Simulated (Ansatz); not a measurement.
Ga4BiAs3:
```xyz
8
Lattice="0.0000 4.0848 -5.7857 0.0000 4.0848 5.7857 4.0700 0.0000 0.0000" Properties=species:S:1:pos:R:3 pbc="T T T"
Ga     2.0350     4.0848    -1.6141
Ga     0.0000     1.9366     1.5147
Ga     0.0000     6.2329     1.5147
Ga     2.0350     4.0848     4.3574
Bi     0.0000     4.0848     0.0065
As     0.0000     4.0848    -5.7753
As     2.0350     6.1216     2.8909
As     2.0350     2.0480     2.8909
```

Relaxed with LDA. Special points in fractions of this cell's reciprocal vectors: Γ (0.000, 0.000, 0.000); Y (-0.500, 0.500, 0.000); C0 (-0.375, 0.625, 0.000); Σ0 (0.375, 0.375, 0.000); Z (0.000, 0.000, 0.500); A0 (0.375, 0.375, 0.500); E0 (-0.375, 0.625, 0.500); T (-0.500, 0.500, 0.500); S (0.000, 0.500, 0.000); R (0.000, 0.500, 0.500).

Question: List the band energies nearest the Fermi level at these points for plane-wave PAW LDA (Ansatz code).

Answer: In eV from the Fermi level; about four levels below and three above (degenerate sets whole), none deeper than 8.9 eV; points with the same levels are listed once.

```json
[
 {"k": "Γ", "below": "-1.42 -0.79 -0.28 -0.22", "above": "0.05 0.12 0.38"},
 {"k": "Y", "below": "-2.18 -1.98 -1.75 -0.74", "above": "1.05 1.33 1.66"},
 {"k": "C0", "below": "-2.34 -1.98 -1.87 -0.54", "above": "1.38 1.51 1.52"},
 {"k": "Z", "below": "-3.66 -3.51 -2.01 -1.25", "above": "1.60 2.24 3.68"},
 {"k": "A0", "below": "-2.84 -2.17 -1.75 -1.58", "above": "0.78 0.82 1.18"},
 {"k": "T", "below": "-1.54 -1.36 -1.08 -0.08", "above": "0.23 0.59 0.97"},
 {"k": "S", "below": "-1.48 -1.45 -0.71 -0.32", "above": "0.21 0.84 1.26"},
 {"k": "R", "below": "-2.79 -2.71 -2.37 -1.91", "above": "1.17 1.21 1.69"}
]
```

Space group Amm2. The first step of the workflow began from a Materials Project structure, measured or hypothetical; the Crystallography Open Database copy checked does not list it. Whether it is the stable phase at ambient conditions was not checked. The LDA relaxation kept the symmetry of its start; of distortions, only those at the zone centre were tested. The Fermi level of a semimetal is unsure by some 0.05 eV on such meshes. Scalar-relativistic: spin–orbit coupling is off unless named, which matters more the heavier the elements.

Potentials: the later of the program's two PAW sets.
